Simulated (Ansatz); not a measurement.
Input file for Ansatz (a program for electronic structure):

Ansatz 0.2 input:
```yaml
crystal:
  lattice:
    - [2.4059498098, 1.3890757704, 5.3386545357]
    - [-2.4059498098, 1.3890757704, 5.3386545357]
    - [0.0, -2.7781515407, 5.3386545357]
  atoms:
    - { symbol: Ca, position: [0.0, 0.0, 0.0] }
    - { symbol: Zn, position: [0.5, 0.5, 0.5] }
    - { symbol: C, position: [0.7576653942, 0.7576653942, 0.7576653942] }
    - { symbol: C, position: [0.2423346058, 0.2423346058, 0.2423346058] }
    - { symbol: O, position: [0.7284662381, 0.0362624952, 0.5040657491] }
    - { symbol: O, position: [0.2715337619, 0.9637375048, 0.4959342509] }
    - { symbol: O, position: [0.0362624952, 0.5040657491, 0.7284662381] }
    - { symbol: O, position: [0.9637375048, 0.4959342509, 0.2715337619] }
    - { symbol: O, position: [0.5040657491, 0.7284662381, 0.0362624952] }
    - { symbol: O, position: [0.4959342509, 0.2715337619, 0.9637375048] }
kpoints:
  mp_grid: { grid: [7, 7, 7] }
hamiltonian:
  xc: r2scan
  pseudopotentials: { kind: paw }
scf:
  occupations: { method: fixed }
checkpoint: { read: static.run }
output: { write_density: true, elf: true, volumetric_format: npy }
basis: { fft_grid_basis: typed }
```

Output (shortened):

```
Pseudopotential: Ca, paw, valence charge 10
Pseudopotential: Zn, paw, valence charge 12
Pseudopotential: C, paw, valence charge 4
Pseudopotential: O, paw, valence charge 6
Functional definition: r2SCAN
Crystal: 10 atoms, lattice volume = 107.052 Å³
Basis set: ecut = 500 eV, 2707 PW (Γ), exchange–correlation on 180×180×180 points (64 copies of the dense FFT grid, shifted against one another)
Bands: 43, of which v1, the nominal top of the filled ones, is band 33 counted from 1 (32 counted from 0)
Symmetry: 6 space group operations
Space group: R-3 (ITA 148), of the structure as read, at distance tolerance 4.7e-5 Å
k-points: 60 of 343
Stability of the state it starts from, as read at its close in the unpolarized treatment …
iter 1 solved again at ethr=3.16e-7 eV; its pass at ethr=3.10e-3 eV (dr2=2.09e-4 eV) is discarded
SCF iter   1: F=—  HF=-9066.611774 eV  |F-HF|=—  |Δ(HF+E_count)|=         —  Δρ=9.63e-7  dr2=5.77e-10  dr2_τ=7.86e-11  ethr=3.16e-7  ⟨swp⟩=3.9  Hψ=17228  notcnv=0  defer=479
preconditioner: auto → Resta (q_TF=auto, 2.517 Å⁻¹)
SCF iter   2: F=—  HF=-9066.611675 eV  |F-HF|=—  |Δ(HF+E_count)|=   9.91e-5  Δρ=6.62e-7  dr2=2.97e-10  dr2_τ=1.01e-10  ethr=1.00e-12  ⟨swp⟩=16.1  Hψ=17015  notcnv=0
SCF iter   3: F=-9066.611675 eV  HF=-9066.611675 eV  |F-HF|=3.82e-11  |Δ(HF+E_count)|=  6.00e-11  Δρ=3.20e-7  dr2=6.47e-11  dr2_τ=1.05e-11  ethr=1.00e-12  ⟨swp⟩=1.0  Hψ=6313  notcnv=0
SCF 1 converged in 3 iterations: F = -9066.611675 eV  dr2 = 6.47e-11
SCF converged after 3 iterations
Free energy (F): -9066.611675 eV
Harris-Foulkes:  -9066.611675 eV  (|F-HF|=3.82e-11)
Internal energy: -9066.611675 eV  (E = F + TS)
E sigma→0 (E₀):  -9066.611675 eV
Fermi energy:    5.159359 eV
--- Per-component energies (eV) ---
  E_band       = -292.029839
  E_kinetic    = 1651.658218
  E_local      = -5030.461855  (includes V_loc(G=0)·N_el)
  E_nonlocal   = 1029.381961
  E_hartree    = 1863.278059
  E_xc         = -791.191438
  E_vxc        = -1008.671995  (∫ρ·V_xc dr)
  E_paw        = -3886.558350  (= ΣΔE_a)
  E_vpaw       = -724.498748  (= ΣTr[D̂ρ^β])
  E_aug_tail   = 0.006241  (compensation charges beyond the density's cutoff)
  E_vtau       = 64.000029  (kinetic-family band-sum trace: ∫τ·v_τ [+ j·A + Jᵃ·Aᵃ] dr)
  E_ewald      = -3902.080034
  E_core_change = -0.644477  (= ΣΔE_core)
  E_smearing   =  0.000000  (= −TS)
  E_closure    = 0.000000  (closes the sum)
  Σ components = -9066.611675   (vs F -9066.611675, Δ=0.00e0)
  [band-id]    e_kinetic+e_local+e_nonlocal+2·e_hartree+e_vxc+e_vpaw+e_augmentation_tail+e_vtau = -292.030032   (vs E_band -292.029839, Δ=-1.92e-4)
--- Band table (eV; the first three rows and the last of 60) ---
  k-point 0: bands = ["-34.3407", "-18.0924", "-17.8354", "-15.0741", "-15.0741", "-14.6389", "-14.6389", "-14.3821", "-13.9728", "-13.9728", "-3.9873", "-3.4830", "-1.8865", "-1.7475", "-1.7475", "-1.4624", "-1.4624", "0.1127", "0.5651", "0.5651", "1.2186", …
  k-point 1: bands = ["-34.3405", "-18.0749", "-17.8261", "-15.1027", "-15.0573", "-14.7949", "-14.6421", "-14.2320", "-14.0186", "-13.9690", "-3.8618", "-3.4541", "-1.8068", "-1.7147", "-1.6702", "-1.5309", "-1.4007", "-0.1506", "0.6171", "0.8119", "1.1952", …
  k-point 2: bands = ["-34.3400", "-18.0199", "-17.8220", "-15.1724", "-15.1073", "-14.8449", "-14.6543", "-14.2184", "-14.0072", "-13.9523", "-3.5672", "-3.3560", "-1.8457", "-1.6178", "-1.5303", "-1.4328", "-1.2439", "-0.4683", "0.7270", "0.9794", "1.1439", …
  k-point 59: bands = ["-34.3404", "-18.0510", "-17.8572", "-15.1300", "-15.0752", "-14.7522", "-14.5950", "-14.2280", "-14.0411", "-13.9887", "-3.9374", "-3.5169", "-1.6576", "-1.6396", "-1.5645", "-1.5065", "-0.9908", "-0.6866", "0.6788", "0.7708", …
```

Cost: very roughly 30 core-seconds on shared cores.

The workflow started from a Materials Project entry (that database holds measured and hypothetical structures alike); the Crystallography Open Database copy checked does not list it. Whether it is the stable phase at ambient conditions was not checked. Symmetry was held in the r²SCAN relaxation; whether a distortion lowers the energy is not shown.

Potentials: the later of the program's two PAW sets.

Ansatz is a plane-wave DFT program.
